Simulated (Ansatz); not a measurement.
Ni3Sn in space group Fm-3m (No. 225; Ni on 4b, Sn on 4a, Ni on 8c), DFT-PBE in the program Ansatz with PAW potentials, all energies at zero smearing, with the estimated change up to a 700 eV cutoff added, with one set of potentials and settings (totals compare only within such a set). Cell of 4 atoms (3 Ni, 1 Sn): -23543.876 eV.

| element | reference phase | E (eV/atom) |
|---|---|---|
| Ni | Fm-3m, 1 atoms in the cell, spin-polarised | -5839.7239 |
| Sn | Fd-3m, 2 atoms in the cell | -6024.2128 |

Formation energy per atom, worked out: (-23543.876 − 3×(-5839.7239) − 1×(-6024.2128))/4 = -0.123 eV/atom (-12 kJ per mol of atoms), at 0 K, without zero-point energy or fitted corrections.

The workflow started from an entry of the Crystallography Open Database (COD), which files this formula under 3 space groups. Its standing as an ambient phase is unchecked. The cell was relaxed with PBE under the symmetry of its start; whether a distortion lowers the energy is not shown. The workflow began spin-polarised and lost its moments. The references are the lowest solids computed at this level, not always the standard phases. Scalar-relativistic: spin–orbit coupling is off unless named, which matters more the heavier the elements.

Potentials: the later of the program's two PAW sets.
